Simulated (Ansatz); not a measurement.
B₂Ir:
```xyz
3
Lattice="-1.4071 1.4071 3.3864 1.4071 -1.4071 3.3864 1.4071 1.4071 -3.3864" Properties=species:S:1:pos:R:3 pbc="T T T"
Ir     0.0000     0.0000     0.0000
B      0.0000     0.0000     2.1835
B      0.0000     0.0000     4.5892
```

Relaxed with r²SCAN. Special points in fractions of this cell's reciprocal vectors: Γ (0.000, 0.000, 0.000); X (0.000, 0.000, 0.500); P (0.250, 0.250, 0.250); N (0.000, 0.500, 0.000); M (0.500, 0.500, -0.500); S (0.293, 0.707, -0.293); S0 (-0.293, 0.293, 0.293); R (-0.086, 0.086, 0.500); G (0.500, 0.500, -0.086).

### Question
List the band energies nearest the Fermi level at these points for plane-wave PAW r²SCAN (Ansatz code).

### Answer
In eV from the Fermi level; about four levels below and three above (degenerate sets whole), none deeper than 8.9 eV; … stands for higher levels left out; points with the same levels are listed once.

```tsv
k	below	above
Γ	-5.62 -5.62 -3.10 -2.13	4.61 4.67 4.80 4.80
X	-6.02 -4.65 -0.67 -0.21	2.13 3.07 3.10
P	-3.17 -3.17 -2.82 -0.48 -0.21	4.00 …
N	-6.07 -5.39 -5.38 -3.18	0.08 3.13 4.65
M	-3.43 -3.43 -2.05 -1.27 -1.27	4.25 7.36 …
S	-5.22 -4.52 -3.11 -0.58	4.11 4.52 5.59
R	-5.86 -4.01 -2.39 -0.60	1.54 2.31 5.05
```

Space group I4/mmm (MoSi2 or CaC2 type). A made-up cell: these elements were put on the sites of a structure type; neither database checked (COD, Materials Project) lists it. Whether it is the stable phase at ambient conditions was not checked. The r²SCAN relaxation kept the symmetry of its start; its stability against distortions is not shown here. No spin polarisation was allowed. Spin–orbit coupling is left out wherever it is not named.

Potentials: the earlier of the program's two PAW sets.
